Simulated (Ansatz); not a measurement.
What DFT gives for CaAuBr

```
Ca Au Br
1.0
     4.21680    0.00000    0.00000
     0.00000    4.21680    0.00000
     0.00000    0.00000    7.74173
Ca Au Br
2 2 2
Direct
  0.25000 0.25000 0.15763
  0.75000 0.75000 0.84237
  0.75000 0.25000 0.00000
  0.25000 0.75000 0.00000
  0.25000 0.25000 0.64087
  0.75000 0.75000 0.35913
```

Method: r2SCAN, spin-orbit coupling; PAW, plane waves to 500 eV, 6×6×4 Γ-centred mesh, fermi-dirac occupations (width 0.1 eV) (Ansatz 0.2.0), atoms fixed.

The state carries no moments; the state need not be the lowest.

Is it stable against the elements?

-0.21 eV an atom against the elements' usual phases (free molecules for gases, crystals otherwise, with no correction for O₂ or N₂), so it is bound against them; other compounds may still compete. Relaxing would lower it.

What is the band gap?

The gap is 0.48 eV, indirect (the least direct gap found is 0.85 eV). A semilocal functional usually gives too small a gap.

What does the stress say?

The pressure is 27.0 GPa (compression positive), so with the atoms held at these fractions the cell would first expand; the forces are large, so a full relaxation may end otherwise. The principal stresses 21.6, 29.7, 29.7 GPa differ, so its shape would change too.

Give the Bader charges.

Bader charges in e: Ca +1.34, Au -0.64, Br -0.69. In the mean Ca gives up most and Br takes most.

Which atom feels the largest force, and which way?

The largest is on Ca1 (and as large on other atoms): 8.50 eV/Å, components (0.00, 0.00, 8.50). It makes 120° with the line to a nearest neighbour, Au3 at 2.44 Å.

Origin: a known structure type with other elements, at an estimated volume, so it need not be a known compound. Caveats: atoms or cell far from equilibrium.
